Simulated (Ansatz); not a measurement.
Polymorphs of SnO2, each relaxed with plane-wave PAW r²SCAN (Ansatz code):

A: Pa-3
a = 5.101 Å, b = 5.101 Å, c = 5.101 Å, α = 90.00°, β = 90.00°, γ = 90.00°

```tsv
atom	site	symmetry	x	y	z
Sn	4a	.-3.	0.0000	0.0000	0.0000
O	8c	.3.	0.3397	0.3397	0.3397
```

B: rutile (P4_2/mnm)
a = 4.760 Å, b = 4.760 Å, c = 3.201 Å, α = 90.00°, β = 90.00°, γ = 90.00°

| atom | site | symmetry | x | y | z |
|---|---|---|---|---|---|
| Sn | 2a | m.mm | 0.0000 | 0.0000 | 0.0000 |
| O | 4f | m.2m | 0.3059 | 0.3059 | 0.0000 |

C: P4_2/nmc
a = 3.549 Å, b = 3.549 Å, c = 5.428 Å, α = 90.00°, β = 90.00°, γ = 90.00°

```json
[
 {"atom": "Sn", "site": "2a", "symmetry": "-4m2", "x": "0.0000", "y": "0.0000", "z": "0.0000"},
 {"atom": "O", "site": "4d", "symmetry": "2mm.", "x": "0.0000", "y": "0.5000", "z": "0.1772"}
]
```

Put the candidates in order of energy per atom at 0 K, lowest first, for r²SCAN.

B (+0 meV/atom), A (+99 meV/atom), C (+179 meV/atom)

Give each one's gap.

A 1.59 eV; B 1.77 eV; C 1.70 eV.

Constructed cells (a structure type filled with these elements, in neither database checked): C. Not the usual ambient phase: A; C. Unstable at this level: C. All cells were relaxed under the symmetry of their starts (and spin orders); stability against distortions was not tested throughout. Spin–orbit coupling is left out wherever it is not named.

Energies hold the estimated change up to a 700 eV cutoff; steps of a few meV lie near the error of the meshes.

Potentials: the later of the program's two PAW sets.
